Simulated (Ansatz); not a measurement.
Starting cell, HfO$_{2}$ (fluorite):

```
HfO2
1.0
    0.00000     5.05847     5.05847
    2.52923     0.00000     2.52923
    2.52923     2.52923     0.00000
Hf O
2 4
Cartesian
  0.00000   0.00000   0.00000
  0.00000   2.52923   2.52923
  1.26462   1.26462   1.26462
  1.26462   3.79385   3.79385
  3.79385   3.79385   3.79385
  3.79385   6.32308   6.32308
```

The atoms are displaced by Q × the pattern below (from a DFPT mode at L = (0.5, 0.0, 0.0), largest move 1; Q in Å), at fixed cell. (q is in reciprocal vectors of the primitive cell; the cell shown is doubled to hold the pattern.)

```csv
atom,x,y,z
Hf1,0.577,-0.577,-0.577
Hf2,-0.577,0.577,0.577
O3,0.344,-0.344,-0.344
O4,-0.344,0.344,0.344
O5,-0.344,0.344,0.344
O6,0.344,-0.344,-0.344
```

Calculation: r2SCAN (plane waves to 500 eV, PAW, scalar-relativistic; Ansatz, a quantum-chemistry and plane-wave program). k mesh 11×11×11 (Γ-centred), Fermi-Dirac smearing 0.05 eV. E stands for the smeared free energy. HfO2 is run without spin polarisation. HfO2 was relaxed with its symmetry unable to fall. Spin-orbit coupling is left out, though Hf is heavy. This is a high-temperature form of HfO2. The zero of ΔE is the undisplaced structure.

```json
[
 {"Q (Å)": "-0.1000", "ΔE (meV/cell)": "283.8"},
 {"Q (Å)": "-0.0833", "ΔE (meV/cell)": "withheld"},
 {"Q (Å)": "-0.0667", "ΔE (meV/cell)": "121.5"},
 {"Q (Å)": "-0.0500", "ΔE (meV/cell)": "67.5"},
 {"Q (Å)": "-0.0333", "ΔE (meV/cell)": "29.7"},
 {"Q (Å)": "-0.0167", "ΔE (meV/cell)": "7.4"},
 {"Q (Å)": "0.0000", "ΔE (meV/cell)": "0.0"},
 {"Q (Å)": "0.0167", "ΔE (meV/cell)": "7.4"},
 {"Q (Å)": "0.0333", "ΔE (meV/cell)": "29.7"},
 {"Q (Å)": "0.0500", "ΔE (meV/cell)": "67.5"},
 {"Q (Å)": "0.0667", "ΔE (meV/cell)": "121.5"},
 {"Q (Å)": "0.0833", "ΔE (meV/cell)": "withheld"},
 {"Q (Å)": "0.1000", "ΔE (meV/cell)": "283.8"}
]
```

Q: Fit an even polynomial form (powers 2, 4) to the given rows and predict ΔE at Q = -0.0833.

A: Least squares on the 11 given rows: ΔE = (26490)·Q² + (188400)·Q⁴, in meV/cell with Q in Å; root-mean-square residual 0.07 meV/cell. At -0.0833 the fit gives 192.9 meV/cell; the calculation gives 193.1 meV/cell, so the interpolation is off by -0.2 (-0.1 %). The quadratic term alone would give 183.8 meV/cell.

(A displaced cell: forces are minus the slopes of the energy, force constants its curvatures, and phonons follow from these.)
